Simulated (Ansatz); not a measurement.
# AlPt: moving Al off its site

AlPt, Pm-3m, a = 3.092 Å (as given, not relaxed at this level: -5.7 GPa). The structure is a Materials Project entry; whether it is the stable form wasn't checked. Ansatz: PBEsol, PAW, 420 eV, Γ-centred 16×16×16 mesh on 2 atoms, Gaussian smearing 0.15 eV; no spin polarisation.

```xyz
2
Lattice="3.0915 0.0000 0.0000 0.0000 3.0915 0.0000 0.0000 0.0000 3.0915" Properties=species:S:1:pos:R:3 pbc="T T T"
Al    0.0000    0.0000    0.0000
Pt    1.5458    1.5458    1.5458
```

Atom 1 (Al) moves by x along the unit vector (-1.000, 0.000, 0.000), with its periodic images; all else is held. y is the free energy of the cell over the start, F the force along the path summed over the moved atoms. Symmetry makes y even in x.

| x (Å) | y (meV) | F (eV/Å) |
| --- | --- | --- |
| -0.5000 | ? | ? |
| -0.2500 | 115.0 | 0.94 |
| 0.0000 | 0.0 | 0.00 |
| 0.1250 | 28.2 | -0.45 |
| 0.3125 | 181.9 | -1.20 |
| 0.3750 | 265.6 | -1.48 |
| 0.4375 | 366.6 | -1.76 |

Q: Fit y = c2 x² + c4 x⁴ to the energies of the other rows, give the force constant, and predict energy and force of the missing row.

A: Least squares on the rows shown. y = 1807.0 x² + 568.65 x⁴. The force constant is 2 c2 = 3.61 eV/Å², for the cell as given, at -5.7 GPa (for all images moving together, not for a lone atom). With two atoms in a cubic cell this is the optical mode at Γ (in a metal it hangs on mesh and smearing): ω = 521.5 √(2 c2/μ) = 204 cm⁻¹ for μ = 23.70 u. The force −dy/dx at the missing row is 2.09 eV/Å (computed 2.05). At x = -0.5000 the fit asked for gives 487.3 meV. The run gave 485.5 meV, so the fit is 1.8 meV too high, a small miss on the scale of the series.

Spin–orbit coupling is left out, which can shift energies with elements as heavy as these.